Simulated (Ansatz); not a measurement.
Q: Name crystals whose computed values (PBEsol (plane waves, PAW; program Ansatz)) fall in these windows: G_Hill (GPa) 61 to 76; B₀ by P(V) fit (GPa) 170 to 220.

A: 

| crystal | G_Hill (GPa) | B₀ by P(V) fit (GPa) |
|---|---|---|
| GaFe3, Cu3Au type | 67.7 | 188 |
| GaCo, CsCl type | 74.7 | 200 |
| BaIrO3, cubic perovskite | 68.1 | 182 |
| MgNi3C, anti-perovskite | 71.1 | 193 |
| Cu3Pt, Cu3Au type | 65.2 | 198 |
Others may fit too.

Spin orders computed, not proven ground states: GaFe3, Cu3Au type ferromagnetic. Standing as an ambient phase not checked: GaFe3, Cu3Au type; BaIrO3, cubic perovskite; MgNi3C, anti-perovskite; Cu3Pt, Cu3Au type. Began spin-polarised and lost the moments: GaCo, CsCl type; MgNi3C, anti-perovskite. All cells were relaxed under the symmetry of their starts (and spin orders); stability against distortions was not tested throughout. Rows with no word on spin ran without spin polarisation. Scalar-relativistic: spin–orbit coupling is off unless named, which matters more the heavier the elements.

Potentials: the later of the program's two PAW sets.
